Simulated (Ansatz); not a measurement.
Theory: DFT PBE, scalar-relativistic, plane waves, PAW (Ansatz). All cells share a 420 eV cutoff and Γ-centred k meshes spaced at most about 0.3 Å⁻¹ (about 0.25 or finer for metals, 2π included). No spin polarisation in the final relaxations.

Temperature and zero-point effects are left out.

Compare these two cells of InGaSe, each relaxed at this level.

A.

```xyz
6
Lattice="5.4165 0.0000 0.0000 -2.7083 4.6908 0.0000 0.0000 0.0000 5.7768" Properties=species:S:1:pos:R:3 pbc="T T T"
In    0.0000    3.1272    1.4442
In    2.7083    1.5636    4.3326
Ga    0.0000    0.0000    1.4442
Ga    0.0000    0.0000    4.3326
Se    2.7083    1.5636    1.4442
Se    0.0000    3.1272    4.3326
```

B.

```xyz
3
Lattice="4.1950 0.0000 0.0000 0.0000 4.1950 0.0000 0.0000 0.0000 4.9502" Properties=species:S:1:pos:R:3 pbc="T T T"
In    0.0000    0.0000    0.0000
Ga    2.0975    2.0975    0.0000
Se    2.0975    2.0975    2.4751
```

Task: Which is lower in energy, and by how much?

Result: A is lower, by 133 meV/atom. A has space group P6_3/mmc (No. 194), 24.5 Å³/atom and no gap on its mesh; B has space group P4/mmm (No. 123), 29.0 Å³/atom and no gap. Counting Se atoms around Ga and In (those within 1.25 times the shortest such distance or 1.15 times the sum of covalent radii; the shortest distance is added where it is long for a bond), A has In 5, Ga 3 from 3.1 Å and B has In 8 from 3.9 Å, Ga 2. The denser one is the lower, and pressure would at first widen the difference. In A, In has 2 Se at 2.89 Å, 3 Ga at 3.13 Å and 3 Se at 3.13 Å; Ga has 2 Ga at 2.89 Å, 3 In at 3.13 Å and 3 Se at 3.13 Å; Se has 2 In at 2.89 Å, 3 Ga at 3.13 Å and 3 In at 3.13 Å. In B, In is surrounded by 4 Ga at 2.97 Å; around Ga lie 2 Se at 2.48 Å and 4 In at 2.97 Å; Se is surrounded by 2 Ga at 2.48 Å. Both come from invented guesses.

A magnetic state wasn't ruled out in cells without spin, among them P6_3/mmc. Cells relaxed within their symmetry can be saddle points.
